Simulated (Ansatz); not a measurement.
A geometry of CdAu away from equilibrium: the start of the relaxation of a generated cell, CdAu placed in the AFLOW prototype AB_tP8_136_g_f (as in BeO). All values below come from PBE (plane waves to 420 eV, PAW, scalar-relativistic; Ansatz, a program for electronic structure). Γ-centred k-mesh 5×5×9 on the run's cell (coarser than for final values), Fermi–Dirac smearing 0.05 eV.

```xyz
8
Lattice="6.4091 0.0000 0.0000 0.0000 6.4091 0.0000 0.0000 0.0000 3.6970" Properties=species:S:1:pos:R:3 pbc="T T T"
Au     2.1535     4.2556     0.0000
Au     5.3580     5.3580     1.8485
Au     1.0511     1.0511     1.8485
Au     4.2556     2.1535     0.0000
Cd     1.9868     1.9868     0.0000
Cd     5.1914     1.2177     1.8485
Cd     1.2177     5.1914     1.8485
Cd     4.4223     4.4223     0.0000
```

Question: Predict the force on each atom, in eV/Å.

Answer: 
| atom | Fx | Fy | Fz |
|---|---|---|---|
| Au1 | -0.91 | 0.91 | 0.00 |
| Au2 | -0.91 | -0.91 | 0.00 |
| Au3 | 0.91 | 0.91 | 0.00 |
| Au4 | 0.91 | -0.91 | 0.00 |
| Cd5 | -1.80 | -1.80 | 0.00 |
| Cd6 | -1.80 | 1.80 | 0.00 |
| Cd7 | 1.80 | -1.80 | 0.00 |
| Cd8 | 1.80 | 1.80 | 0.00 |

Question: What is the pressure?

Answer: +86.3 GPa, compression positive.

No spin polarisation in the result.

The run could not lower the symmetry of its start; a shaken copy of this end point relaxes with PBE to P4/mbm (No. 127), 0.10 eV/atom lower.

The end of the path is a generated cell of CdAu: the first start was made by placing the elements on the sites of a structure type, and the end was not matched to a known phase here, so it may be hypothetical.
